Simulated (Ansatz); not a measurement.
SiC:
```
SiC
1.0
    3.07810     0.00000     0.00000
   -1.53905     2.66571     0.00000
    0.00000     0.00000    10.07620
Si C
4 4
Direct
  0.66667   0.33333   0.93783
  0.33333   0.66667   0.43783
  0.00000   0.00000   0.68791
  0.00000   0.00000   0.18791
  0.66667   0.33333   0.74980
  0.33333   0.66667   0.24980
  0.00000   0.00000   0.50045
  0.00000   0.00000   0.00045
```

Tensor components refer to the Cartesian frame of this cell.

**Question.** Give the high-frequency dielectric tensor and the Born effective charge tensors of the independent atoms from DFPT, PBEsol in the plane-wave PAW code Ansatz.

**Answer.** 
ε∞:
```
7.09  0.00  0.00
0.00  7.09  0.00
0.00  0.00  7.40
```
Z* of atom 1 (Si), rows: field, columns: displacement, in e:
```
2.69  0.00  0.00
0.00  2.69  0.00
0.00  0.00  2.65
```
Z* of atom 3 (Si), rows: field, columns: displacement, in e:
```
2.70  0.00  0.00
0.00  2.70  0.00
0.00  0.00  2.94
```
Z* of atom 5 (C), rows: field, columns: displacement, in e:
```
-2.72   0.00   0.00
 0.00  -2.72   0.00
 0.00   0.00  -2.76
```
Z* of atom 7 (C), rows: field, columns: displacement, in e:
```
-2.68   0.00   0.00
 0.00  -2.68   0.00
 0.00   0.00  -2.83
```

Space group P6_3mc (4H polytype). Symmetry was held in the PBEsol relaxation.

Potentials: the earlier of the program's two PAW sets. The files were generated under PBE; for other functionals the program regenerates the frozen cores, and for LDA and PBEsol the local potential too.
